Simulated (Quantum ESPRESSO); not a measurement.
Ga2YF3O3, one run as intended and one with a planted mistake

Simulated, not a measurement. The program is pw.x of Quantum ESPRESSO 7.5 (plane-wave density functional theory). The cell is made up: 9 atoms on a corundum lattice with one site empty, with randomly drawn elements, strain and displacements, not relaxed. PseudoDojo standard norm-conserving files (v0.5 for PBE, v0.4.1 for LDA and PBEsol) set the functional; there is no spin polarisation, spin-orbit coupling or dispersion term, and the masses in the input are unused placeholders.

Intended input:

```
&control calculation='scf', pseudo_dir='./dojo.nc.sr.pbe.v0_5.standard.upf', outdir='./o', disk_io='low', tprnfor=.true., tstress=.true. /
&system ibrav=0, nat=9, ntyp=4, nbnd=44, ecutwfc=84.00895049, nosym=.true., tot_charge=0,
 occupations='smearing', smearing='fd', degauss=0.0018374661
/
&electrons conv_thr=7.350e-09, electron_maxstep=60, /
ATOMIC_SPECIES
F 1.0 F.upf
Ga 1.0 Ga.upf
O 1.0 O.upf
Y 1.0 Y.upf
CELL_PARAMETERS angstrom
2.5836 1.4917 4.6397
-2.5836 1.4917 4.6397
0.0 -2.9833 4.6397
ATOMIC_POSITIONS angstrom
Ga 0.014 0.0102 4.903
Y 0.0111 -0.0442 2.0385
Ga 0.0175 -0.0145 11.8604
F -1.0317 1.4789 8.1176
F -0.7923 -1.6129 8.105
O 1.801 0.1167 8.1161
O 1.0019 -1.4838 5.7788
O 0.7706 1.6083 5.7936
F -1.7643 -0.091 5.7638
K_POINTS automatic
5 5 5 1 1 1
```

The log is shortened where brackets say so; the opening notice, blank lines, dates and the lines on written files are dropped, and the path of the files is cut. It prints rydbergs, bohrs and kilobars, and counts compression as positive stress. Where no state is partly filled, the Fermi energy that it prints is only some level between the filled and the empty states on the mesh, and need not lie in the true gap.

Log of the intended run:

```
     Program PWSCF v.7.5
     Parallel version (MPI & OpenMP), running on       4 processor cores
     Number of MPI processes:                 4
     Threads/MPI process:                     1
     [start-up lines left out]
     bravais-lattice index     =            0
     lattice parameter (alat)  =      10.4239  a.u.
     unit-cell volume          =     723.9937 (a.u.)^3
     number of atoms/cell      =            9
     number of atomic types    =            4
     number of electrons       =        76.00
     number of Kohn-Sham states=           44
     kinetic-energy cutoff     =      84.0090  Ry
     charge density cutoff     =     336.0358  Ry
     scf convergence threshold =      7.3E-09
     mixing beta               =       0.7000
     number of iterations used =            8  plain     mixing
     Exchange-correlation= PBE
                           (   1   4   3   4   0   0   0)
     [axes and pseudopotential details left out]
   Cartesian axes
     site n.     atom                  positions (alat units)
         1        Ga     tau(   1) = (   0.0025380   0.0018491   0.8888583  )
         2        Y      tau(   2) = (   0.0020123  -0.0080130   0.3695569  )
         3        Ga     tau(   3) = (   0.0031726  -0.0026287   2.1501559  )
         4        F      tau(   4) = (  -0.1870355   0.2681078   1.4716288  )
         5        F      tau(   5) = (  -0.1436350  -0.2924005   1.4693445  )
         6        O      tau(   6) = (   0.3265009   0.0211564   1.4713568  )
         7        O      tau(   7) = (   0.1816331  -0.2689961   1.0476309  )
         8        O      tau(   8) = (   0.1397010   0.2915665   1.0503139  )
         9        F      tau(   9) = (  -0.3198476  -0.0164973   1.0449115  )
     number of k points=    63  Fermi-Dirac smearing, width (Ry)=  0.0018
                       cart. coord. in units 2pi/alat
        k(    1) = (   0.0000000   0.0000000   0.1188884), wk =   0.0320000
        k(    2) = (   0.0000000  -0.2465280   0.1981491), wk =   0.0320000
     [further k points left out]
     Dense  grid:    75349 G-vectors     FFT dimensions: (  64,  64,  64)
     Estimated max dynamical RAM per process >     214.25 MB
     Estimated total dynamical RAM >     801.81 MB
     Initial potential from superposition of free atoms
     starting charge      75.9902, renormalised to      76.0000
     Starting wfcs are   52 randomized atomic wfcs
     total cpu time spent up to now is        9.7 secs
     per-process dynamical memory:   170.8 Mb
     Self-consistent Calculation
     iteration #  1     ecut=    84.01 Ry     beta= 0.70
     Davidson diagonalization with overlap
     ethr =  1.00E-02,  avg # of iterations =  2.0
     total cpu time spent up to now is       28.5 secs
     total energy              =    -634.05601120 Ry
     estimated scf accuracy    <       2.16852986 Ry
     iteration #  2     ecut=    84.01 Ry     beta= 0.70
     Davidson diagonalization with overlap
     ethr =  2.85E-03,  avg # of iterations =  3.0
     total cpu time spent up to now is       50.0 secs
     total energy              =    -634.18678055 Ry
     estimated scf accuracy    <       4.18132629 Ry
     [iterations 3 to 10 left out]
     iteration # 11     ecut=    84.01 Ry     beta= 0.70
     Davidson diagonalization with overlap
     ethr =  5.40E-10,  avg # of iterations =  2.3
     total cpu time spent up to now is      218.4 secs
     total energy              =    -635.08270103 Ry
     estimated scf accuracy    <       0.00000002 Ry
     iteration # 12     ecut=    84.01 Ry     beta= 0.70
     Davidson diagonalization with overlap
     ethr =  2.59E-11,  avg # of iterations =  3.5
     total cpu time spent up to now is      238.8 secs
     End of self-consistent calculation
     [lines on levels left out]
     the Fermi energy is     8.6355 ev
!    total energy              =    -635.08270103 Ry
     estimated scf accuracy    <          2.6E-09 Ry
     smearing contrib. (-TS)   =      -0.00000000 Ry
     internal energy E=F+TS    =    -635.08270103 Ry
     The total energy is F=E-TS. E is the sum of the following terms:
     one-electron contribution =    -235.35743226 Ry
     hartree contribution      =     174.75418348 Ry
     xc contribution           =    -158.64382614 Ry
     ewald contribution        =    -415.83562611 Ry
     convergence has been achieved in  12 iterations
     Forces acting on atoms (cartesian axes, Ry/au):
     atom    1 type  2   force =     0.06022499   -0.06204263    0.06075974
     atom    2 type  4   force =    -0.05936813    0.05576692   -0.07147722
     atom    3 type  2   force =    -0.08196647    0.01646440   -0.05132704
     atom    4 type  1   force =     0.07420231    0.03091860    0.05237462
     atom    5 type  1   force =    -0.04030443    0.02517742    0.03522731
     atom    6 type  3   force =     0.04850336   -0.05333909    0.04600070
     atom    7 type  3   force =     0.03119585    0.11306936   -0.00001785
     atom    8 type  3   force =    -0.11038851   -0.01644273   -0.00460444
     atom    9 type  1   force =     0.07790104   -0.10957226   -0.06693582
     Total force =     0.318345     Total SCF correction =     0.000151
     Computing stress (Cartesian axis) and pressure
          total   stress  (Ry/bohr**3)                   (kbar)     P=      135.32
   0.00123818  -0.00002277  -0.00036407          182.14       -3.35      -53.56
  -0.00002277   0.00054308  -0.00045929           -3.35       79.89      -67.56
  -0.00036407  -0.00045929   0.00097831          -53.56      -67.56      143.91
     init_run     :      9.21s CPU      9.58s WALL (       1 calls)
     electrons    :    227.70s CPU    229.18s WALL (       1 calls)
     forces       :      2.11s CPU      2.15s WALL (       1 calls)
     stress       :      8.14s CPU      8.17s WALL (       1 calls)
     [timing details left out]
     PWSCF        :   4m 7.36s CPU   4m 9.32s WALL
     JOB DONE.
```

A second run has one planted mistake: the cell and the positions are scaled by a wrong factor. The input lines that differ, file-writing options aside:

```
- 2.5836 1.4917 4.6397
+ 2.5557 1.4756 4.5896
- -2.5836 1.4917 4.6397
+ -2.5557 1.4756 4.5896
- 0.0 -2.9833 4.6397
+ 0.0 -2.9511 4.5896
- Ga 0.014 0.0102 4.903
+ Ga 0.0138 0.0101 4.85
- Y 0.0111 -0.0442 2.0385
+ Y 0.011 -0.0437 2.0165
- Ga 0.0175 -0.0145 11.8604
+ Ga 0.0173 -0.0143 11.7323
- F -1.0317 1.4789 8.1176
+ F -1.0206 1.4629 8.0299
- F -0.7923 -1.6129 8.105
+ F -0.7837 -1.5955 8.0175
- O 1.801 0.1167 8.1161
+ O 1.7815 0.1154 8.0284
- O 1.0019 -1.4838 5.7788
+ O 0.9911 -1.4678 5.7164
- O 0.7706 1.6083 5.7936
+ O 0.7623 1.5909 5.731
- F -1.7643 -0.091 5.7638
+ F -1.7452 -0.09 5.7016
```

Its log:

```
     Program PWSCF v.7.5
     Parallel version (MPI & OpenMP), running on       4 processor cores
     Number of MPI processes:                 4
     Threads/MPI process:                     1
     [start-up lines left out]
     bravais-lattice index     =            0
     lattice parameter (alat)  =      10.3113  a.u.
     unit-cell volume          =     700.7956 (a.u.)^3
     number of atoms/cell      =            9
     number of atomic types    =            4
     number of electrons       =        76.00
     number of Kohn-Sham states=           44
     kinetic-energy cutoff     =      84.0090  Ry
     charge density cutoff     =     336.0358  Ry
     scf convergence threshold =      7.3E-09
     mixing beta               =       0.7000
     number of iterations used =            8  plain     mixing
     Exchange-correlation= PBE
                           (   1   4   3   4   0   0   0)
     [axes and pseudopotential details left out]
   Cartesian axes
     site n.     atom                  positions (alat units)
         1        Ga     tau(   1) = (   0.0025291   0.0018510   0.8888477  )
         2        Y      tau(   2) = (   0.0020159  -0.0080088   0.3695590  )
         3        Ga     tau(   3) = (   0.0031705  -0.0026207   2.1501500  )
         4        F      tau(   4) = (  -0.1870429   0.2681021   1.4716202  )
         5        F      tau(   5) = (  -0.1436268  -0.2924034   1.4693477  )
         6        O      tau(   6) = (   0.3264912   0.0211491   1.4713453  )
         7        O      tau(   7) = (   0.1816365  -0.2690001   1.0476307  )
         8        O      tau(   8) = (   0.1397049   0.2915604   1.0503064  )
         9        F      tau(   9) = (  -0.3198385  -0.0164941   1.0449183  )
     number of k points=    63  Fermi-Dirac smearing, width (Ry)=  0.0018
                       cart. coord. in units 2pi/alat
        k(    1) = (   0.0000000   0.0000000   0.1188884), wk =   0.0320000
        k(    2) = (   0.0000000  -0.2465269   0.1981492), wk =   0.0320000
     [further k points left out]
     Dense  grid:    72847 G-vectors     FFT dimensions: (  64,  64,  64)
     Estimated max dynamical RAM per process >     208.11 MB
     Estimated total dynamical RAM >     779.10 MB
     Initial potential from superposition of free atoms
     starting charge      75.9902, renormalised to      76.0000
     Starting wfcs are   52 randomized atomic wfcs
     total cpu time spent up to now is        9.4 secs
     per-process dynamical memory:   166.2 Mb
     Self-consistent Calculation
     iteration #  1     ecut=    84.01 Ry     beta= 0.70
     Davidson diagonalization with overlap
     ethr =  1.00E-02,  avg # of iterations =  2.0
     total cpu time spent up to now is       28.9 secs
     total energy              =    -634.05690854 Ry
     estimated scf accuracy    <       2.14724494 Ry
     iteration #  2     ecut=    84.01 Ry     beta= 0.70
     Davidson diagonalization with overlap
     ethr =  2.83E-03,  avg # of iterations =  3.0
     total cpu time spent up to now is       48.8 secs
     total energy              =    -634.23681515 Ry
     estimated scf accuracy    <       3.77290800 Ry
     [iterations 3 to 10 left out]
     iteration # 11     ecut=    84.01 Ry     beta= 0.70
     Davidson diagonalization with overlap
     ethr =  2.58E-10,  avg # of iterations =  3.1
     total cpu time spent up to now is      208.8 secs
     total energy              =    -635.05654623 Ry
     estimated scf accuracy    <       0.00000002 Ry
     iteration # 12     ecut=    84.01 Ry     beta= 0.70
     Davidson diagonalization with overlap
     ethr =  2.80E-11,  avg # of iterations =  2.1
     total cpu time spent up to now is      226.7 secs
     End of self-consistent calculation
     [lines on levels left out]
     the Fermi energy is     9.2710 ev
!    total energy              =    -635.05654624 Ry
     estimated scf accuracy    <          1.6E-09 Ry
     smearing contrib. (-TS)   =      -0.00000000 Ry
     internal energy E=F+TS    =    -635.05654624 Ry
     The total energy is F=E-TS. E is the sum of the following terms:
     one-electron contribution =    -228.40637306 Ry
     hartree contribution      =     172.54502106 Ry
     xc contribution           =    -158.82167413 Ry
     ewald contribution        =    -420.37352010 Ry
     convergence has been achieved in  12 iterations
     Forces acting on atoms (cartesian axes, Ry/au):
     atom    1 type  2   force =     0.06081797   -0.06364781    0.06150206
     atom    2 type  4   force =    -0.06288882    0.05968791   -0.07848884
     atom    3 type  2   force =    -0.08465517    0.01694287   -0.05276702
     atom    4 type  1   force =     0.08710024    0.02779481    0.06247046
     atom    5 type  1   force =    -0.04108811    0.03590427    0.04376375
     atom    6 type  3   force =     0.04105544   -0.06120325    0.05675130
     atom    7 type  3   force =     0.03965019    0.12358906   -0.00595020
     atom    8 type  3   force =    -0.12331890   -0.01326547   -0.01063249
     atom    9 type  1   force =     0.08332718   -0.12580240   -0.07664902
     Total force =     0.349682     Total SCF correction =     0.000105
     Computing stress (Cartesian axis) and pressure
          total   stress  (Ry/bohr**3)                   (kbar)     P=      197.00
   0.00168011  -0.00003063  -0.00037871          247.15       -4.51      -55.71
  -0.00003063   0.00095761  -0.00047434           -4.51      140.87      -69.78
  -0.00037871  -0.00047434   0.00137991          -55.71      -69.78      202.99
     init_run     :      8.31s CPU      8.61s WALL (       1 calls)
     electrons    :    215.99s CPU    217.44s WALL (       1 calls)
     forces       :      2.09s CPU      2.10s WALL (       1 calls)
     stress       :      7.78s CPU      7.80s WALL (       1 calls)
     [timing details left out]
     PWSCF        :   3m54.96s CPU   3m56.79s WALL
     JOB DONE.
```

|  | intended run | run with the mistake |
| --- | --- | --- |
| free energy (eV) | -8640.740 | -8640.384 |
| smearing term -TS (eV) | 0.0000 | 0.0000 |
| pressure (GPa) | 13.53 | 19.70 |
| largest force component (eV/Å) | 2.907 | 3.235 |
| largest change of a force component (eV/Å) |  | 0.417 |
| iterations | 12 | 12 |

For scale, a rerun of the intended cell at 1437 eV and a 7 x 7 x 7 mesh moved values by no more than 0.003 eV in energy, 0.02 GPa in stress and 0.002 eV/Å in force.